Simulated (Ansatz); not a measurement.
Values for one crystal, relaxed and computed with r²SCAN in the plane-wave PAW code Ansatz; other levels are named.

- Volume per atom = 13.92 Å³
- Electronic character = metallic (no gap)
- Formation energy from the elements (no fitted shifts) = -0.37 eV/atom
- Density of states at the Fermi level = 0.24 states/eV per atom (mean over ±0.08 eV)
- Bulk modulus (Birch–Murnaghan fit) = 113 GPa
- Pressure derivative B′ = 4.5
- Gap with spin–orbit coupling = none (metallic)

Which of these materials gives this?
A. Sc2AlC, P6_3/mmc (Sc on 4f, Al on 2d, C on 2a)
B. YC2, MoSi2 or CaC2 type
C. MgNi3C, anti-perovskite
D. Tb2C, R-3m (Tb on 6c, C on 3a)

B, YC2, MoSi2 or CaC2 type

Space group I4/mmm (MoSi2 or CaC2 type). The workflow started from an entry of the Crystallography Open Database (COD). Its standing as an ambient phase is unchecked. Symmetry was held in the r²SCAN relaxation; its stability against distortions is not shown here. The run is not spin-polarised. The references are the lowest solids computed at this level, not always the standard phases. Scalar-relativistic: spin–orbit coupling is off unless named, which matters more the heavier the elements.

Potentials: the later of the program's two PAW sets.
